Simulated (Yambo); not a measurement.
## Convergence of the G0W0 gap of BiClO

G0W0@PBEsol for BiClO (space group P4/nmm, No. 129) in Yambo. Reference settings: 4×4×2 Γ-centred k mesh, 170 bands and a 7 Ry block in the screening, 170 bands in G with the Bruneval-Gonze terminator, plasmon pole fitted at 27.2 eV. The PBEsol gap R → Z on this mesh is 2.55 eV; G0W0 gaps are taken between the same points.

| change from the reference | G0W0 gap R → Z (eV) | shift of the valence edge (eV) | rough Yambo cost |
|---|---|---|---|
| reference settings | 3.45 | -0.77 | 1 |
| 70 bands in G | 3.45 | -0.70 | – |
| wavefunctions cut at 25 Ry | 3.43 | -0.77 | about 1/2 |
| no point-group symmetry | 3.45 | -0.77 | within a factor of two |
| 70 bands in G, no terminator | 3.30 | -0.12 | – |
| no terminator | 3.40 | -0.60 | – |

The reference isn't shown to be the converged limit. Costs are rough (shared machines), scaled to the same edge states, and given only for runs that recompute the screening. The mesh misses a band edge: along a dense path the PBEsol gap is 2.48 eV against 2.55 eV on the mesh.

Spin-orbit coupling is left out; with 6p states at a band edge it can lower the gap by many tenths of an eV, most of a small gap.

The standard potential for Bi keeps a d shell in the valence without the s and p states of that shell. In tests on such compounds this moved G0W0 gaps by up to about 0.9 eV, so absolute quasiparticle energies here are unreliable; differences between settings are what counts.

Geometry of the Materials Project entry, not relaxed at this level; primitive cell a = 3.893 Å, b = 3.893 Å, c = 7.493 Å, α = 90.00°, β = 90.00°, γ = 90.00°.

A shift is the quasiparticle energy of the state minus its PBEsol energy.
